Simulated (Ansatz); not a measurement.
Input file for Ansatz (an electronic-structure program):

Ansatz 0.2 input:
```yaml
crystal:
  lattice:
    - [0.0, 2.9059500929, 2.9059500929]
    - [2.9059500929, 0.0, 2.9059500929]
    - [2.9059500929, 2.9059500929, 0.0]
  atoms:
    - { symbol: Hg, position: [0.0, 0.0, 0.0] }
    - { symbol: S, position: [0.75, 0.75, 0.75] }
kpoints:
  mp_grid: { grid: [12, 12, 12] }
hamiltonian:
  xc: lda
  pseudopotentials: { kind: paw }
scf:
  occupations: { method: fermi_dirac, width: 0.1 }
phonons:
  method: dfpt
  response_accuracy: low
  eigenvectors: true
  rigid_motions: translations
```

Output (shortened):

```
Pseudopotential: Hg, paw, valence charge 20
Pseudopotential: S, paw, valence charge 6
Functional definition: SPW92
Crystal: 2 atoms, lattice volume = 49.079 Å³
Basis set: ecut = 420 eV, 941 PW (Γ), exchange–correlation on 60×60×60 points (8 copies of the dense FFT grid, shifted against one another)
Bands: 17, of which v1, the nominal top of the filled ones, is band 13 counted from 1 (12 counted from 0)
Symmetry: 24 space group operations
k-points: 163 of 1728 (irreducible under 8 space group operations, time reversal used)
SCF iter   1: F=—  HF=-14392.313395 eV  |F-HF|=—  |Δ(HF+E_count)|=         —  Δρ=6.58e-3  dr2=2.41e-2  ethr=1.77e-3  ⟨swp⟩=5.5  Hψ=13942  notcnv=0
preconditioner: auto → none
SCF iter   2: F=—  HF=-14392.306477 eV  |F-HF|=—  |Δ(HF+E_count)|=   6.92e-3  Δρ=2.54e-3  dr2=1.61e-3  ethr=9.26e-5  ⟨swp⟩=2.0  Hψ=4877  notcnv=0
SCF iter   3: F=—  HF=-14392.306050 eV  |F-HF|=—  |Δ(HF+E_count)|=   4.27e-4  Δρ=1.16e-3  dr2=3.63e-4  ethr=6.17e-6  ⟨swp⟩=2.0  Hψ=4239  notcnv=0
SCF iter   4: F=—  HF=-14392.305966 eV  |F-HF|=—  |Δ(HF+E_count)|=   8.39e-5  Δρ=3.32e-4  dr2=4.75e-5  ethr=1.40e-6  ⟨swp⟩=2.3  Hψ=4119  notcnv=0
SCF iter   5: F=—  HF=-14392.305952 eV  |F-HF|=—  |Δ(HF+E_count)|=   1.45e-5  Δρ=2.86e-5  dr2=2.18e-7  ethr=1.83e-7  ⟨swp⟩=2.0  Hψ=4070  notcnv=0
SCF iter   6: F=—  HF=-14392.305954 eV  |F-HF|=—  |Δ(HF+E_count)|=   2.65e-6  Δρ=5.10e-6  dr2=7.80e-9  ethr=8.37e-10  ⟨swp⟩=2.5  Hψ=4723  notcnv=0
SCF iter   7: F=—  HF=-14392.305954 eV  |F-HF|=—  |Δ(HF+E_count)|=   2.72e-9  Δρ=4.76e-7  dr2=4.30e-11  ethr=3.00e-11  ⟨swp⟩=2.0  Hψ=4299  notcnv=0
SCF iter   8: F=-14392.305954 eV  HF=-14392.305954 eV  |F-HF|=3.64e-12  |Δ(HF+E_count)|=  1.82e-11  Δρ=4.93e-8  dr2=4.41e-13  ethr=1.00e-12  ⟨swp⟩=5.8  Hψ=11632  notcnv=0
SCF 1 converged in 8 iterations: F = -14392.305954 eV  dr2 = 4.41e-13
DFPT response loops at Γ: preconditioner auto → Kerker (q_TF=auto, 2.454 Å⁻¹) (partly filled bands, converged f_vac=0.101) …
SCF converged after 8 iterations
Free energy (F): -14392.305954 eV
Harris-Foulkes:  -14392.305954 eV  (|F-HF|=3.64e-12)
Internal energy: -14392.304377 eV  (E = F + TS)
E sigma→0 (E₀):  -14392.305166 eV
Entropy (-TS):   -0.001577 eV (-0.789 meV/atom)
Fermi energy:    8.609140 eV
--- Per-component energies (eV) ---
  E_band       = -495.774378
  E_kinetic    = 710.403147
  E_local      = -3405.744911  (includes V_loc(G=0)·N_el)
  E_nonlocal   = 110.278925
  E_hartree    = 1444.829776
  E_xc         = -314.624962
  E_vxc        = -348.996650  (∫ρ·V_xc dr)
  E_paw        = -10223.374924  (= ΣΔE_a)
  E_vpaw       = -451.375340  (= ΣTr[D̂ρ^β])
  E_aug_tail   = 0.000881  (compensation charges beyond the density's cutoff)
  E_ewald      = -2714.801599
  E_core_change = 0.729290  (= ΣΔE_core)
  E_smearing   = -0.001577  (= −TS)
  E_closure    = 0.000000  (closes the sum)
  Σ components = -14392.305954   (vs F -14392.305954, Δ=0.00e0)
  [band-id]    e_kinetic+e_local+e_nonlocal+2·e_hartree+e_vxc+e_vpaw+e_augmentation_tail = -495.774396   (vs E_band -495.774378, Δ=-1.76e-5)
--- Band table (eV; the first three rows and the last of 163) ---
  k-point 0: bands = ["-106.1424", "-54.4607", "-54.4607", "-54.4607", "-5.0594", "1.1091", "1.1091", "1.1091", "2.0679", "2.0679", "7.7439", "8.3845", "8.3845", "8.3845", "14.1929", "14.1929", "14.1929"]
  k-point 1: bands = ["-106.1424", "-54.4608", "-54.4607", "-54.4607", "-5.0220", "1.1164", "1.1271", "1.1271", "2.0660", "2.0660", "7.2046", "8.3100", "8.3100", "8.8050", "13.9525", "14.2943", "14.2943"]
  k-point 2: bands = ["-106.1424", "-54.4610", "-54.4608", "-54.4608", "-4.9180", "1.1551", "1.1744", "1.1744", "2.0646", "2.0646", "6.3193", "8.1126", "8.1126", "9.3103", "13.6579", "14.5420", "14.5420"]
  k-point 162: bands = ["-106.1424", "-54.4615", "-54.4614", "-54.4611", "-4.2722", "1.4512", "1.6192", "1.9084", "1.9996", "2.8970", "3.0241", "5.3755", "5.9352", "12.1668", "13.4780", "14.9426", "15.9627"]
--- Phonons (Γ-DFPT): 2 representative perturbations + reference, on 163 of 1728 k-points (Σ response iterations 6) ---
  ASR residual: 1.152e-4 → 0.000e0 eV/Å²; symmetrization residual: 7.268e-5 eV/Å²
  ASR residual per site (eV/Å²): 1.15e-4 9.67e-5
  Γ frequencies (cm⁻¹): 0.00 0.00 0.00 181.95 181.95 181.95
  non-analytic LO–TO correction: not included (Born effective charges unavailable; polar crystals: no LO–TO splitting at Γ)
```

Cost: around 30 core-seconds (rough) on shared cores.

Space group F-43m (zinc blende). Symmetry was held in the LDA relaxation. As this level gives no gap, phonon frequencies hold no LO–TO term and depend on the k-mesh and smearing (Fermi–Dirac, 0.1 eV here). Spin–orbit coupling is left out wherever it is not named.

Potentials: the later of the program's two PAW sets.

Ansatz is a plane-wave DFT program.
